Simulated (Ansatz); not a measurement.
Starting cell, TiO2 (rutile):

```
TiO2
1.0
    4.59673     0.00000     0.00000
    0.00000     4.59673     0.00000
    0.00000     0.00000     2.95369
Ti O
2 4
Direct
  0.00000   0.00000   0.00000
  0.50000   0.50000   0.50000
  0.30461   0.30461   0.00000
  0.80461   0.19539   0.50000
  0.19539   0.80461   0.50000
  0.69539   0.69539   0.00000
```

In this cell atom 2 (Ti, nearest neighbour O at 1.948 Å; its periodic images, 3.0 Å or more away, move with it) is moved by s along Cartesian x, unit vector (1.000, 0.000, 0.000); all other atoms and the cell stay fixed.

Level of theory: r2SCAN (plane waves to 500 eV, PAW, scalar-relativistic; Ansatz, an electronic-structure program). k mesh 6×6×9 (Γ-centred), Fermi-Dirac smearing 0.05 eV. Energies are smeared free energies. TiO2 is run without spin polarisation. TiO2 was relaxed with its symmetry unable to fall. ΔE is measured from the undisplaced structure.

```csv
s (Å),ΔE (meV/cell)
-0.190,302
-0.152,193
-0.114,withheld
-0.076,48
-0.038,12
0.000,0
0.038,12
0.076,48
0.114,withheld
0.152,193
0.190,302
```

Task: Fit an even polynomial form (powers 2, 4) to the given rows and predict ΔE at s = 0.114.

Result: Least squares on the 9 given rows: ΔE = (8323)·s² + (1214)·s⁴, in meV/cell with s in Å; root-mean-square residual 0.1 meV/cell. At 0.114 the fit gives 108 meV/cell; the calculation gives 108 meV/cell, the same to the digits shown. The quadratic term alone would give 108 meV/cell.

(A displaced cell: forces are minus the slopes of the energy, force constants its curvatures, and phonons follow from these.)
